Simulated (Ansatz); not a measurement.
Ge$_{3}$Mo$_{5}$:
```
Ge3Mo5
1.0
   -4.92252     4.92252     2.48021
    4.92252    -4.92252     2.48021
    4.92252     4.92252    -2.48021
Ge Mo
6 10
Direct
  0.75000   0.75000   0.00000
  0.25000   0.25000   0.00000
  0.16791   0.33209   0.50000
  0.83209   0.66791   0.50000
  0.33209   0.83209   0.16418
  0.66791   0.16791   0.83582
  0.77004   0.92264   0.69268
  0.22996   0.07736   0.30732
  0.92264   0.22996   0.15260
  0.07736   0.77004   0.84740
  0.72996   0.42264   0.15260
  0.27004   0.57736   0.84740
  0.57736   0.72996   0.30732
  0.42264   0.27004   0.69268
  0.75000   0.25000   0.50000
  0.25000   0.75000   0.50000
```

Relaxed with r²SCAN.

Problem. Map the valence electron density (e/Å³), cut off at 3 on the plane through (0.168, 0.332, 0.500) spanned by u = [1, 0, 1] and v = [0, 1, 1] in lattice vectors, from plane-wave PAW r²SCAN (Ansatz code).

Solution. x is the fraction of u, y of v (the angle between them is 90°; rows are the nearest grid lines); atoms in the plane: Ge at (0.00, 0.00), Ge at (0.66, 0.34), Ge at (0.16, 0.50), Ge at (0.50, 0.84), Mo at (0.60, 0.59), Mo at (0.06, 0.75), Mo at (0.75, 0.90), Mo at (0.91, 0.44), Mo at (0.56, 0.09), Mo at (0.10, 0.25).
```
y \ x   0.000  0.100  0.175  0.275  0.375  0.450  0.550  0.625  0.725  0.825  0.900   1.00
------  -----  -----  -----  -----  -----  -----  -----  -----  -----  -----  -----  -----
1.00     3.00  0.499  0.669   3.00  0.220  0.229   1.03  0.616  0.577  0.351  0.480   3.00
0.925    1.01  0.412   1.69   3.00  0.365  0.443  0.510  0.404   3.00   2.22  0.349   1.01
0.850   0.397  0.554  0.533   1.06  0.362   3.00   3.00  0.402   3.00   1.44  0.197  0.397
0.775    2.94   3.00  0.431  0.262  0.329  0.856  0.845  0.262  0.272  0.283  0.205   2.94
0.700    2.22   3.00  0.355  0.361  0.430  0.309  0.405  0.400  0.227  0.378  0.305   2.22
0.625   0.220  0.376  0.348  0.377  0.378  0.267   3.00   3.00  0.334  0.358  0.278  0.220
0.550   0.229  0.761   3.00  0.370  0.267  0.282   3.00   3.00  0.250  0.263  0.439  0.229
0.450    1.03  0.807   3.00  0.381   3.00   3.00  0.391  0.430  0.292   1.34   3.00   1.03
0.375   0.616  0.415  0.360  0.247   3.00   3.00  0.430   3.00   1.12  0.576   3.00  0.616
0.300   0.503   3.00   1.03  0.187  0.620  0.496  0.346   3.00   1.22  0.280  0.284  0.503
0.225   0.572   3.00   2.30  0.285  0.306  0.197  0.267  0.394  0.361  0.404  0.294  0.572
0.150   0.318  0.808  0.322  0.323  0.354  0.333   3.00   1.32  0.276  0.563  0.365  0.318
0.0750  0.993  0.314  0.188  0.289  0.235  0.398   3.00   3.00  0.259  0.297  0.375  0.993
0.000    3.00  0.499  0.669   3.00  0.220  0.229   1.03  0.616  0.577  0.351  0.480   3.00
```

The density is the valence pseudo-density with augmentation charge, so density and ELF within about 1 Å of a nucleus are not all-electron values.

Space group I4/mcm. The workflow started from a Materials Project entry (that database holds measured and hypothetical structures alike); the Crystallography Open Database copy checked does not list it. Its standing as an ambient phase is unchecked. The r²SCAN relaxation kept the symmetry of its start; its stability against distortions is not shown here. The run is not spin-polarised.

Potentials: the later of the program's two PAW sets.
